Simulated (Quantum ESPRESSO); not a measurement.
# Kohn-Sham bands of BaTiO$_{3}$ (R3m)

```
BaTiO3
1.0
    2.84826     1.64444     2.33556
   -2.84826     1.64444     2.33556
    0.00000    -3.28888     2.33556
Ba Ti O
1 1 3
Direct
  0.00014   0.00014   0.00014
  0.51333   0.51333   0.51333
  0.48895   0.97972   0.48895
  0.48895   0.48895   0.97972
  0.97972   0.48895   0.48895
```

Cell from Materials Project (mp-5020), symmetrised, no further relaxation. COD (Crystallography Open Database) has the formula in 5 space groups, this one among them (matched by group alone). Method: PBEsol plane waves in Quantum ESPRESSO 7.5 (PseudoDojo norm-conserving files, 68 Ry, no spin polarisation, no spin-orbit coupling), Bloch states on a 8×8×8 mesh through Γ, Wannier90 4.0.1. Density: 8×8×8 mesh, cold smearing 0.01 Ry. Spin-orbit coupling is left out although heavy elements are present.

Energies are relative to the valence-band maximum; weights are on the orthonormalised atomic waves of the pseudopotential files, averaged over the group. 40 electrons a cell are treated as valence.

Question: Into which isolated groups do the bands fall, where do they lie and what are they made of?

Answer: 
```json
[
 {"bands": "1", "from (eV)": "-56.04", "to (eV)": "-56.04", "filling": "filled", "weight on atomic waves": "Ti 3s 96 %"},
 {"bands": "2–4", "from (eV)": "-32.47", "to (eV)": "-32.42", "filling": "filled", "weight on atomic waves": "Ti 3p 98 %"},
 {"bands": "5", "from (eV)": "-24.65", "to (eV)": "-24.41", "filling": "filled", "weight on atomic waves": "Ba 5s 95 %"},
 {"bands": "6–8", "from (eV)": "-16.81", "to (eV)": "-15.68", "filling": "filled", "weight on atomic waves": "O 2s 85 %, Ti 3d 5 %, Ti 4s 4 %"},
 {"bands": "9–11", "from (eV)": "-10.51", "to (eV)": "-9.43", "filling": "filled", "weight on atomic waves": "Ba 5p 92 %, O 2p 5 %"},
 {"bands": "12–20", "from (eV)": "-4.32", "to (eV)": "0.00", "filling": "filled", "weight on atomic waves": "O 2p 82 %, Ti 3d 11 %"}
]
```

The Kohn-Sham gap over both meshes and the path is 2.37 eV.
